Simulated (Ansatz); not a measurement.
## Elastic constants of MnIr: input and output

All numbers below come from DFT LDA, scalar-relativistic, plane waves, PAW in Ansatz 0.2.0.

Launched with:
```bash
ansatz run input.yaml --threads 1 --pin off --max-ram 3072MiB --backend cpu --events-out ev --progress --plain --runs-dir out
```

Input (bare energies are in eV):
```yaml
crystal:
  lattice:
    - [2.6003141451, 0.0, 0.0]
    - [0.0, 2.6003141451, 0.0]
    - [0.0, 0.0, 3.5725673506]
  atoms:
    - { symbol: Mn, position: [0.5, 0.5, 0.5] }
    - { symbol: Ir, position: [0.0, 0.0, 0.0] }
basis:
  ecutwfc: 420
kpoints:
  mp_grid: { grid: [16, 16, 12] }
hamiltonian:
  xc: lda
scf:
  occupations: { method: fermi_dirac, width: 0.15 }
output:
  forces: true
  stress: true
  eigenvalues: true
elastic:
  mode: relaxed_ion
  amplitude: 0.005
```

From the output:
```
--- Elastic constants: 4 strain directions × 4 members + reference (group order 16) ---
  dense FFT box of the reference and of every strained cell: 18×18×25
  strains applied: 11, 33, 23, 12; error gains: componentwise 1.00 (the most a stress slope's error grows in a printed constant), spectral 1.41 (1 for all six strains in a standard setting)
  C = ∂σ_k/∂η_j (tension-positive GPa; Voigt order 11 22 33 23 13 12):
       749.599    119.847    243.617      0.000      0.000      0.000
       119.847    749.599    243.617     -0.000      0.000      0.000
       243.612    243.612    563.410      0.000      0.000     -0.000
        -0.000      0.000     -0.000    277.300      0.000      0.000
        -0.000      0.000      0.000      0.000    277.300      0.000
        -0.000      0.000      0.000      0.000      0.000    145.138
  reference stress σ⁰ (GPa):      0.000      0.000     -0.003      0.000     -0.000      0.000
  C* (energy form; C + prestress term) asymmetry max|C*_kj − C*_jk| = 7.431e-3 GPa — a small one proves nothing (zero by symmetry where the batch's group is 432, −43m or m−3m); a large one is finite-difference/SCF noise where every solve ...
  moduli (Voigt/Reuss/Hill, GPa): K = 364.08/363.24/363.66   G = 236.98/215.85/226.42   E = 562.51   ν = 0.242
  mechanically stable: yes (min eigenvalue of sym C = 145.14 GPa)
  strain η (Voigt 11):  stress-route row diagonal C_11 = 749.60 GPa, energy-path curvature d²(F+E_count+ΔE)/dδ²/Ω₀ = 749.61 GPa
    cells at ±δ against ±2δ: C11 749.82 and 750.47 GPa, apart by 0.09 % of the column's largest entry
         δ    σ_11 (GPa) F (eV) n_scf n_hpsi n_pw
    -1.000e-2      -7.8593      -15505.0548980       9  223713    487   relax 0 steps, max|allowed force component| 2.26e-28 eV/Å
    -5.000e-3      -3.8375      -15505.0592950       4  174748    487   relax 0 steps, max|allowed force component| 2.52e-29 eV/Å
     5.000e-3       3.6606      -15505.0593360       4  176243    495   relax 0 steps, max|allowed force component| 3.25e-28 eV/Å
     1.000e-2       7.1501      -15505.0552503       8  198999    495   relax 0 steps, max|allowed force component| 3.74e-28 eV/Å
  strain η (Voigt 33):  stress-route row diagonal C_33 = 563.41 GPa, energy-path curvature d²(F+E_count+ΔE)/dδ²/Ω₀ = 563.43 GPa
    cells at ±δ against ±2δ: C33 563.49 and 563.74 GPa, apart by 0.04 % of the column's largest entry
         δ    σ_33 (GPa) F (eV) n_scf n_hpsi n_pw
    -1.000e-2      -5.8226      -15505.0563855       9  126788    487   relax 0 steps, max|allowed force component| 2.21e-29 eV/Å
    -5.000e-3      -2.8658      -15505.0596556       4  100107    489   relax 0 steps, max|allowed force component| 2.00e-29 eV/Å
     5.000e-3       2.7691      -15505.0596789       4   98127    490   relax 0 steps, max|allowed force component| 1.97e-29 eV/Å
     1.000e-2       5.4522      -15505.0565742       7  104121    495   relax 0 steps, max|allowed force component| 3.48e-29 eV/Å
  strain η (Voigt 23):  stress-route row diagonal C_44 = 277.30 GPa, energy-path curvature d²(F+E_count+ΔE)/dδ²/Ω₀ = 277.31 GPa
    cells at ±δ against ±2δ: C44 277.29 and 277.24 GPa, apart by 0.02 % of the column's largest entry
         δ    σ_23 (GPa) F (eV) n_scf n_hpsi n_pw
    -1.000e-2      -2.7724      -15505.0586390       8  336421    489   relax 0 steps, max|allowed force component| 2.37e-28 eV/Å
    -5.000e-3      -1.3864      -15505.0602067       4  254735    489   relax 0 steps, max|allowed force component| 2.81e-28 eV/Å
     5.000e-3       1.3864      -15505.0602067       4  252249    489   relax 0 steps, max|allowed force component| 1.04e-28 eV/Å
     1.000e-2       2.7724      -15505.0586390       7  299755    489   relax 0 steps, max|allowed force component| 2.37e-28 eV/Å
  strain η (Voigt 12):  stress-route row diagonal C_66 = 145.14 GPa, energy-path curvature d²(F+E_count+ΔE)/dδ²/Ω₀ = 145.10 GPa
    cells at ±δ against ±2δ: C66 145.17 and 145.25 GPa, apart by 0.06 % of the column's largest entry
         δ    σ_12 (GPa) F (eV) n_scf n_hpsi n_pw
    -1.000e-2      -1.4525      -15505.0596337       8  191202    489   relax 0 steps, max|allowed force component| 3.34e-28 eV/Å
    -5.000e-3      -0.7258      -15505.0604549       4  155642    489   relax 0 steps, max|allowed force component| 6.51e-30 eV/Å
     5.000e-3       0.7258      -15505.0604549       4  153239    489   relax 0 steps, max|allowed force component| 4.89e-29 eV/Å
     1.000e-2       1.4525      -15505.0596337       7  162909    489   relax 0 steps, max|allowed force component| 4.51e-28 eV/Å
```

It took 5.1 min on 1 thread of AMD EPYC (Zen 3) (shared host), peak memory 0.71 GiB.

In a metal, frequencies and elastic constants depend on the k mesh and the smearing, soft modes and shear constants most. Spin polarisation was left out, and a magnetic state may lie lower. Spin–orbit coupling is left out, which can shift energies with elements as heavy as these.